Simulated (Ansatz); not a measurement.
Generalised stacking fault of TiC (rock salt) on the {100} plane. The cell below holds the perfect crystal with the plane normal along z; tilting its third vector by the shift puts one fault into each cell, between planes 2.16 Å apart, at fixed cell height.

```yaml
crystal:
  lattice:
    - [3.06022, 0.00000, 0.00000]
    - [0.00000, 3.06022, 0.00000]
    - [1.53011, 1.53011, 6.49171]
  atoms:
    - { symbol: C, position: [0.00000, 0.00000, 0.83333] }
    - { symbol: C, position: [0.33333, 0.33333, 0.16667] }
    - { symbol: C, position: [0.66667, 0.66667, 0.50000] }
    - { symbol: Ti, position: [0.50000, 0.50000, 0.83333] }
    - { symbol: Ti, position: [0.83333, 0.83333, 0.16667] }
    - { symbol: Ti, position: [0.16667, 0.16667, 0.50000] }
```

In-plane vectors a = (3.060, 0.000) Å, b = (0.000, 3.060) Å, area 9.36 Å². The shift is x·a + y·b, and the map repeats with period 1 in x and y. The shift is rigid: no atom relaxes. γ = [E(shift) − E(0)] / area.

Calculation: r2SCAN (plane waves to 500 eV, PAW, scalar-relativistic; Ansatz, a program for electronic structure). k mesh 13×13×13 (Γ-centred), Fermi-Dirac smearing 0.05 eV. Energies are extrapolated to zero smearing. Points where atoms come too close for the PAW data are left out (x in tables, blank in figures). With partly filled bands, the k mesh leaves noise in γ, roughly 0.02 J/m² as judged from a few cases. Faults lie only 6.5 Å apart, and holding the cell height and the atoms raises γ above its relaxed value. TiC is run without spin polarisation. TiC was relaxed with its symmetry unable to fall. The last digit holds for this mesh only.

Changes of γ (J/m²) from the point x = 0.000, y = 0.000 when one coordinate moves alone (two changes are said to add if the coupling is within 5 % of the smaller one, nearly so within 20 %):

| point | change |
|---|---|
| x = 0.167, y = 0.000 | 1.118 |
| x = 0.333, y = 0.000 | 2.995 |
| x = 0.500, y = 0.000 | 3.784 |
| x = 0.667, y = 0.000 | 2.995 |
| x = 0.833, y = 0.000 | 1.118 |
| x = 0.000, y = 0.167 | 1.118 |
| x = 0.000, y = 0.333 | 2.995 |
| x = 0.000, y = 0.500 | 3.784 |
| x = 0.000, y = 0.667 | 2.995 |
| x = 0.000, y = 0.833 | 1.118 |

Problem. Do the two effects add at x = 0.667, y = 0.833? Give the computed change.

Solution. The sum of the single changes is 2.995 + (1.118) = 4.113; the calculation gives 3.759, so the coupling contributes -0.354 (over 20 % of the smaller single change, not additive).

Problem. What is the change at x = 0.167, y = 0.167, where both move, and how far is it from the sum?

Solution. The sum of the single changes is 1.118 + (1.118) = 2.236; the calculation gives 2.075, so the coupling contributes -0.161 (under 20 % of the smaller single change, nearly additive).

(The slope of γ gives the shear force per area between the displaced halves; near zero shift its curvature is an elastic stiffness.)
